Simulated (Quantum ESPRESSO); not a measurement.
Empty bands for a GW run on BN (rhombohedral, space group R3m, No. 160): 69 bands on a 6×6×6 mesh, PBEsol, PseudoDojo standard norm-conserving files, scalar-relativistic, Quantum ESPRESSO. The input, in which only the diagonalization keyword changes:

```
&CONTROL
  calculation = 'nscf'
  pseudo_dir = './pseudo'
  outdir = './out'
/
&SYSTEM
  ibrav = 0
  nat = 2
  ntyp = 2
  ecutwfc = 84.0
  ecutrho = 336.0
  occupations = 'fixed'
  force_symmorphic = .true.
  nbnd = 69
/
&ELECTRONS
  conv_thr = 2e-09
  diago_full_acc = .true.
  diago_thr_init = 1e-08
  diagonalization = 'david'
/
ATOMIC_SPECIES
B 10.8100 B.upf
N 14.0070 N.upf
CELL_PARAMETERS angstrom
  1.251119912000   0.722334418000   3.372933000000
 -1.251119912000   0.722334418000   3.372933000000
  0.000000000000  -1.444668836000   3.372933000000
ATOMIC_POSITIONS crystal
B   0.999670000000   0.999670000000   0.999670000000
N   0.332763000000   0.332763000000   0.332763000000
K_POINTS automatic
6 6 6 0 0 0
```

```
diagonalization  mean iterations per k point              rough time  largest change of an eigenvalue (eV)
---------------  ---------------------------  ----------------------  ------------------------------------
david                                     17                       1                                     –
cg                                        39                about 3×                                 1e-04
paro                                      15  within a factor of two                                 3e-08
```

An iteration means different work in each solver, so the counts don't rank them. Times are rough ratios from shared machines.

Geometry of the Materials Project entry, not relaxed at this level.
